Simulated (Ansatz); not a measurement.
**MoS in the zincblende structure**

Level of theory: DFT, r²SCAN, scalar-relativistic, collinear spin; plane waves to 500 eV with PAW datasets (Ansatz 0.2.0), 12×12×12 k-mesh, Gaussian smearing of 0.05 eV; PAW files: Ansatz's generated set soft_2.

```
Mo S
1.0
     0.00000    2.67765    2.67765
     2.67765    0.00000    2.67765
     2.67765    2.67765    0.00000
Mo S
1 1
Direct
  0.00000 0.00000 0.00000
  0.25000 0.25000 0.25000
```

This is a trial structure made by placing the elements on a prototype's sites, so it needn't be the stable form.

Magnetic state: ferromagnetic, site spin moments Mo 0.81 μB.

Cell and atoms are those of this level's equilibrium.

The cell has space group F-43m (read at 0.01 Å). In it the stress is 0.12, 0.12, 0.12, 0.00, 0.00, 0.00 GPa and the largest force component 0.000 eV/Å. Each change below starts from this cell, without further relaxation. Stress is in GPa, positive in compression, in the order xx, yy, zz, yz, xz, xy; energies are counted from the cell above and are free energies with the smearing's entropy, which match forces and stress in a metal.

Q: What happens when atom 1 (Mo) is moved by 0.12 Å along y?

A: The energy changes by 97.8 meV per cell, and the force on it along the shift is -1.553 eV/Å (−F/u = 12.94 eV/Å²). Stress: 1.40, -0.49, 1.40, 0.00, 8.83, 0.00. Spin moments: Mo 0.73 μB.
```tsv
atom	Fx (eV/Å)	Fy	Fz
Mo1	0.000	-1.553	0.000
S2	0.000	1.553	0.000
```
In a harmonic crystal the energy would rise by −½F·u = ½ × 12.94 × 0.12² eV = 93.2 meV, close to the run's value; the rest is anharmonic or numerical.

Q: What stress follows from an engineering strain of 2 % in xz, atoms carried along?

A: 0.18, 0.22, 0.18, 0.00, -2.03, 0.00 GPa; the energy changes by 4.9 meV per cell.
| atom | Fx (eV/Å) | Fy | Fz |
| --- | --- | --- | --- |
| Mo1 | 0.000 | 0.343 | 0.000 |
| S2 | 0.000 | -0.344 | 0.000 |
The change of the stress over the strain gives a clamped-atom stiffness of about 101 GPa for this component.
In a harmonic crystal the energy would rise by V(½Cε² − σ₀ε), with σ₀ the stress of the unstrained cell, = 4.9 meV, which matches.

The run wasn't fully tested for a lower electronic state. Site moments are of spin, integrated over atomic spheres. The moments were started parallel, and the real magnetic order may be another.
